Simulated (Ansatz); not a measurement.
## Profile along the Rh–Rh line in Rh (fcc, Cu type)

Rh (fcc, Cu type), conventional cell a = b = c = 3.830 Å, α = β = γ = 90.00°. The calculation uses the primitive cell of 1 atom, to which meshes and values per cell refer.

Fields along a shortest Rh–Rh line of a {100} plane (2.71 Å), from Rh to Rh, interpolated on the slice's grid (step about 0.1 Å). All values below come from PBE (plane waves to 420 eV, PAW, scalar-relativistic; Ansatz, a first-principles code). k mesh 21×21×21. Near the nuclei the fields are pseudised (PAW); where an atom keeps semicore shells as valence, they peak there. Rh is run without spin polarisation. Rh was relaxed with its symmetry unable to fall. The PAW data are Ansatz's earlier set.

```csv
distance from Rh (Å),valence electron density (e/Å³),electron localisation function
0.00,14.84,x
0.14,13.99,x
0.27,11.87,x
0.41,9.06,x
0.54,6.18,0.64
0.68,3.65,0.55
0.81,1.74,0.43
0.95,0.84,0.30
1.08,0.54,0.24
1.22,0.39,0.25
1.35,0.37,0.27
1.49,0.39,0.25
1.63,0.54,0.24
1.76,0.84,0.30
1.90,1.74,0.43
2.03,3.65,0.55
2.17,6.18,0.64
2.30,9.06,x
2.44,11.87,x
2.57,13.99,x
2.71,14.84,x
```

x: too close to a nucleus for the ELF to mean much.

Density on the Rh–Rh line (2.71 Å) at its midpoint: 0.37 e/Å³. ELF at that point: 0.27.
